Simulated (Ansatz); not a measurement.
The cell is YAl2N3, ordered on the rocksalt lattice (I4/mmm) with 6 atoms a cell; cell and atoms were relaxed with r2SCAN. Space group I4/mmm (No. 139), tetragonal; a = 3.206 Å, c = 12.717 Å in the conventional setting, 10.89 Å³ an atom. Y is surrounded by 6 N at 2.27 Å; N is surrounded by 5 Al at 1.89–2.27 Å and 1 Y at 2.27 Å; Al is surrounded by 6 N at 1.89–2.27 Å; N is surrounded by 2 Al at 2.20 Å and 4 Y at 2.27 Å.

```cif
data_structure
_symmetry_space_group_name_H-M 'I4/mmm'
_symmetry_Int_Tables_number 139
_cell_length_a 3.2062
_cell_length_b 3.2062
_cell_length_c 12.7171
_cell_angle_alpha 90.000
_cell_angle_beta 90.000
_cell_angle_gamma 90.000
_cell_volume 130.73
loop_
_atom_site_label
_atom_site_type_symbol
_atom_site_symmetry_multiplicity
_atom_site_Wyckoff_symbol
_atom_site_fract_x
_atom_site_fract_y
_atom_site_fract_z
_atom_site_occupancy
Y1 Y 2 a 0.00000 0.00000 0.00000 1
N1 N 4 e 0.50000 0.50000 0.32123 1
Al1 Al 4 e 0.00000 0.00000 0.32737 1
N2 N 2 b 0.50000 0.50000 0.00000 1
```

4 runs of Ansatz 0.2.0 on this cell differ in the functional (and in the settings that go with it). Levels are in eV from each run's valence top; v1 is the last filled band, c1 the first empty one.

Run A, mean stress 0.0 GPa (compression positive):
```
point     v5     v3     v1    c1    c2    c3
    Γ  -0.97  -0.94   0.00  1.40  2.60  5.80
    X  -3.39  -2.05  -0.40  2.67  3.62  4.17
    P  -3.44  -2.31  -0.59  3.38  3.38  3.84
    N  -3.02  -1.57  -1.24  4.77  5.77  6.55
    M  -2.66  -0.97  -0.28  1.35  3.87  4.88
    S  -3.00  -1.36  -1.04  4.96  5.04  6.94
```

Run B, mean stress -1.9 GPa (compression positive):
```
point     v5     v3     v1    c1    c2    c3
    Γ  -1.05  -1.00   0.00  2.71  3.85  7.22
    X  -3.71  -2.24  -0.55  4.01  4.89  5.67
    P  -3.65  -2.55  -0.78  4.78  4.78  5.12
    N  -3.30  -1.65  -1.24  6.04  7.19  7.97
    M  -2.78  -0.97  -0.37  2.65  5.21  6.28
    S  -3.28  -1.36  -1.10  6.26  6.35  8.57
```

Run C, mean stress +3.4 GPa (compression positive):
```
point     v5     v3     v1    c1    c2    c3
    Γ  -0.98  -0.92   0.00  0.96  1.99  5.09
    X  -3.34  -2.00  -0.39  2.17  2.96  3.68
    P  -3.39  -2.30  -0.59  2.89  2.89  3.19
    N  -2.92  -1.54  -1.21  4.12  5.12  5.84
    M  -2.59  -0.98  -0.26  0.90  3.28  4.21
    S  -2.90  -1.32  -1.02  4.33  4.37  6.30
```

Run D, mean stress -2.0 GPa (compression positive):
```
point     v5     v3     v1    c1    c2    c3
    Γ  -1.04  -0.99   0.00  2.01  3.17  6.48
    X  -3.67  -2.22  -0.53  3.30  4.17  4.93
    P  -3.60  -2.52  -0.75  4.06  4.06  4.40
    N  -3.25  -1.62  -1.22  5.33  6.46  7.24
    M  -2.75  -0.95  -0.36  1.95  4.49  5.55
    S  -3.23  -1.34  -1.08  5.55  5.63  7.82
```

**Question.** Match the runs to PBE, r2SCAN, HSE06, PBE0.

**Answer.** A is r2SCAN, B is PBE0, C is PBE, D is HSE06. In order of the gap: PBE 0.90, r2SCAN 1.35, HSE06 1.95, PBE0 2.65 eV. The stress vanishes for r2SCAN, which relaxed the cell.

Simulation only: spin-unpolarised, and no claim that this is the phase found in nature.

Spin-orbit coupling is left out.

The program warns that its thresholds are loose for a hybrid's stress.
